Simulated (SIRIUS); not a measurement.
A self-consistent single point of Bi2Te3 (R3m, 5 atoms in the cell; from Materials Project mp-34202, changed as shown).

```yaml
crystal:
  lattice:
    - [2.20906, 1.27540, 10.75243]
    - [-2.20906, 1.27540, 10.75243]
    - [0.00000, -2.55081, 10.75243]
  atoms:
    - { symbol: Bi, position: [0.60193, 0.60193, 0.60193] }
    - { symbol: Bi, position: [0.39683, 0.39683, 0.39683] }
    - { symbol: Te, position: [0.78319, 0.78319, 0.78319] }
    - { symbol: Te, position: [0.21681, 0.21681, 0.21681] }
    - { symbol: Te, position: [0.00000, 0.00000, 0.00000] }
```

Computed with PBE, SSSP 1.1.2 precision PBE pseudopotentials (plane waves; SIRIUS 7.12.0).

SIRIUS settings:

- parameters.ngridk = 3 3 3
- parameters.xc_functionals = [XC_GGA_X_PBE, XC_GGA_C_PBE]
- parameters.gk_cutoff = 9.487 1/bohr
- parameters.pw_cutoff = 30 1/bohr
- parameters.smearing = gaussian
- parameters.smearing_width = 0.000367493 Ha
- potentials = SSSP 1.1.2 precision PBE pseudopotentials
- parameters.electronic_structure_method = pseudopotential
- parameters.num_bands = 29
- parameters.num_mag_dims = 0
- parameters.num_dft_iter = 100
- parameters.energy_tol = 1e-07 Ha
- parameters.density_tol = 1e-06
- mixer.type = anderson
- mixer.beta = 0.3
- mixer.use_hartree = true

Results:

```
Quantity                                                   Result
------------------------------------------------  ---------------
Number of valence electrons                                    48
Number of bands                                                29
Number of k-points after the program's reduction                6
Number of plane waves (most at a k-point)                   17749
Number of SCF iterations                                       19
FFT grid                                          216 × 216 × 216
Free energy E − TS                                  -6124.3919 eV
Pressure                                                 0.68 GPa
Largest force (vector length)                          0.277 eV/Å
```

Forces (eV/Å):
```json
[
 {"atom": "Bi1", "Fx": "0.000", "Fy": "0.000", "Fz": "0.277"},
 {"atom": "Bi2", "Fx": "0.000", "Fy": "0.000", "Fz": "-0.082"},
 {"atom": "Te3", "Fx": "0.000", "Fy": "0.000", "Fz": "0.007"},
 {"atom": "Te4", "Fx": "0.000", "Fy": "0.000", "Fz": "-0.153"},
 {"atom": "Te5", "Fx": "0.000", "Fy": "0.000", "Fz": "-0.050"}
]
```

Stress (GPa, positive for compression):
```
0.97  0.00  0.00
0.00  0.97  0.00
0.00  0.00  0.11
```

For comparison: a first run was changed to give this one (atom 1 moved by -0.04 angstrom along z), and from it to this one the free energy goes up by 1.2 meV/atom, the pressure hardly changes (0.59 to 0.68 GPa) and the largest force goes from 0.018 to 0.277 eV/Å.

Spin-orbit coupling is left out, which matters for bands and gaps with elements this heavy. The structure comes from a collection of computed structures, made at another level of theory; the collection holds predicted forms beside known ones.

Cost on one core: roughly 12 core-minutes.
